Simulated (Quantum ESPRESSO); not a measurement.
# Moving one atom in Ga3ZnP4

These are calculations, not measurements. They come from pw.x of Quantum ESPRESSO 7.5, a plane-wave density functional program, with PseudoDojo standard norm-conserving files (v0.5 for PBE, v0.4.1 for LDA and PBEsol). The cells are made up: elements, strain and atom displacements were drawn at random, and nothing was relaxed. There is no spin polarisation, spin-orbit coupling or dispersion term.

The cell has 8 sites of a zincblende or diamond lattice. Sites 1 to 4 hold Ga Ga Ga Zn; sites 5 to 8 hold P P P P. Cell vectors in Å: (5.498, 0.000, 0.000); (0.000, 5.498, 0.000); (0.000, 0.000, 5.498). Settings: PBE, cutoff 1143 eV, 6 x 6 x 6 k mesh shifted by half a step, Fermi-Dirac smearing of 0.1 eV.

Each run shifts the P atom on site 5 along x and leaves all else fixed. Site 2 is one of its nearest neighbours. E is the free energy of the cell above the lowest run shown.

| run | shift (Å) | Fx on site 5 (eV/Å) | Fx on site 2 (eV/Å) | P (GPa) | E (meV) |
| --- | --- | --- | --- | --- | --- |
| 1 | -0.0921 | 2.684 | -2.127 | 2.92 | 328.2 |
| 2 | -0.0680 | 2.437 | -2.001 | 2.75 | 266.5 |
| 4 | -0.0319 | 2.069 | -1.816 | 2.53 | 185.1 |
| 5 | 0.0006 | 1.740 | -1.653 | 2.34 | 123.3 |
| 6 | 0.0871 | 0.881 | -1.244 | 1.96 | 10.2 |
| 7 | 0.0995 | 0.761 | -1.188 | 1.92 | 0.0 |
| 3 | -0.0516 | ? | ? | ? | ? |

A rerun of one of these cells at 1437 eV and k mesh 8 x 8 x 8 moved values by no more than 0.004 eV in the cell's energy, 0.05 GPa in stress and 0.006 eV/Å in force.

## Worked fit

A parabola through the six runs shown gives Fx on site 5 = 1.746 - 10.05 u + 1.4 u² eV/Å, with u in Å and a scatter of 0.001 eV/Å. Minus the slope, 10.05 ± 0.04 eV/Å², is this atom's force constant along x at u = 0, with its periodic images moving too. The fitted force does not vanish within the range. The error is the larger of the fit's own and the change that a cubic makes, rounded up.

## Withheld run

Question: what Fx on site 5 should run 3 give?

The fit gives 2.268 eV/Å. The calculation gave 2.270 eV/Å.

| run | shift (Å) | Fx on site 5 (eV/Å) | Fx on site 2 (eV/Å) | P (GPa) | E (meV) |
| --- | --- | --- | --- | --- | --- |
| 3 | -0.0516 | 2.270 | -1.917 | 2.65 | 227.9 |